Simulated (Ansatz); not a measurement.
MoW:
```
CELL_PARAMETERS angstrom
      3.16054     0.00000     0.00000
      0.00000     3.16054     0.00000
      0.00000     0.00000     3.16054
ATOMIC_POSITIONS crystal
  Mo 0.00000 0.00000 0.00000
  W  0.50000 0.50000 0.50000
```

Relaxed with r²SCAN.

Q: Map the electron localisation function on the plane through (0.000, 0.000, 0.000) spanned by u = [1, 0, 0] and v = [0, 1, 1] in lattice vectors, from DFT-r²SCAN in the program Ansatz with PAW potentials.

A: x is the fraction of u, y of v (the angle between them is 90°; rows are the nearest grid lines); atoms in the plane: Mo at (0.00, 0.00), W at (0.50, 0.50).
```
|35885113431158853|
|67985113431158976|
|99984124542148999|
|99863235653236899|
|66543345554334566|
|33333433333433333|
|33343333333334333|
|55433356665333455|
|65423689998632456|
|64214898889841246|
|54115884248851145|
|53115872027851135|
|54115884248851145|
|64214898889841246|
|65423689998632456|
|55433356665333455|
|33343333333334333|
|33333433333433333|
|66543345554334566|
|99863235653236899|
|99984124542148999|
|67985113431158976|
|35885113431158853|
```
Scale: ten equal steps from 0.045 (start of '0') to 0.747 (end of '9'), in the order '0123456789'; x runs from 0.000 to 1.00, y from 0.000 (bottom) to 1.00 (top).

The density is the valence pseudo-density with augmentation charge, so density and ELF within about 1 Å of a nucleus are not all-electron values.

Space group Pm-3m (CsCl type). The start of the workflow was typed in or built on a structure type; neither database checked (COD, Materials Project) lists it. Whether it is the stable phase at ambient conditions was not checked. The r²SCAN relaxation kept the symmetry of its start; whether a distortion lowers the energy is not shown. The run is not spin-polarised. Scalar-relativistic: spin–orbit coupling is off unless named, which matters more the heavier the elements.

Potentials: the earlier of the program's two PAW sets.
